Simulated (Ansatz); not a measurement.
FO₁₅Zn₁₆:
```cif
data_FO15Zn16
_chemical_formula_sum 'F1 O15 Zn16'
_space_group_name_H-M_alt 'P3m1'
_space_group_IT_number 156
_space_group_name_Hall 'P 3 -2"'
_cell_length_a 6.50577
_cell_length_b 6.50577
_cell_length_c 10.50139
_cell_angle_alpha 90.000
_cell_angle_beta 90.000
_cell_angle_gamma 120.000
loop_
_atom_site_label
_atom_site_type_symbol
_atom_site_symmetry_multiplicity
_atom_site_Wyckoff_symbol
_atom_site_fract_x
_atom_site_fract_y
_atom_site_fract_z
_atom_site_occupancy
F1 F 1 a 0.00000 0.00000 0.43711 1
O1 O 1 a 0.00000 0.00000 0.94112 1
O2 O 3 d 0.00178 0.50089 0.43774 1
O3 O 3 d 0.00047 0.50024 0.93944 1
O4 O 3 d 0.33526 0.16763 0.18896 1
O5 O 3 d 0.33250 0.16625 0.68934 1
O6 O 1 b 0.33333 0.66667 0.18854 1
O7 O 1 b 0.33333 0.66667 0.68950 1
Zn1 Zn 1 a 0.00000 0.00000 0.22686 1
Zn2 Zn 1 a 0.00000 0.00000 0.75200 1
Zn3 Zn 3 d 0.00177 0.50088 0.24754 1
Zn4 Zn 3 d 0.00203 0.50101 0.75160 1
Zn5 Zn 3 d 0.35693 0.17847 0.50488 1
Zn6 Zn 3 d 0.33587 0.16794 0.99774 1
Zn7 Zn 1 b 0.33333 0.66667 0.50175 1
Zn8 Zn 1 b 0.33333 0.66667 0.99944 1
```

Relaxed with r²SCAN.

Problem. Tabulate the valence density and the electron localisation function along the shortest O–Zn contact (1.93 Å), the program Ansatz at the r²SCAN level (PAW).

Solution. 

```
distance from O (Å)  density (e/Å³)   ELF
-------------------  --------------  ----
0.19                           6.82  0.41
0.29                           5.88  0.58
0.39                           4.65  0.72
0.48                           3.35  0.80
0.58                           2.25  0.83
0.68                           1.49  0.81
0.77                           1.04  0.69
0.87                           0.78  0.47
0.97                           0.66  0.26
1.06                           0.67  0.17
1.16                           0.84  0.13
1.25                           1.26  0.09
1.35                           2.28  0.05
1.45                           4.71  0.02
1.54                           9.88  0.00
1.64                          18.82  0.00
1.74                          30.80  0.00
```

The density is the valence pseudo-density with augmentation charge, so density and ELF within about 1 Å of a nucleus are not all-electron values.

The start of the workflow was typed in or built on a structure type; neither database checked (COD, Materials Project) lists it. Its standing as an ambient phase is unchecked. Symmetry was held in the r²SCAN relaxation; whether a distortion lowers the energy is not shown.

Potentials: the later of the program's two PAW sets.
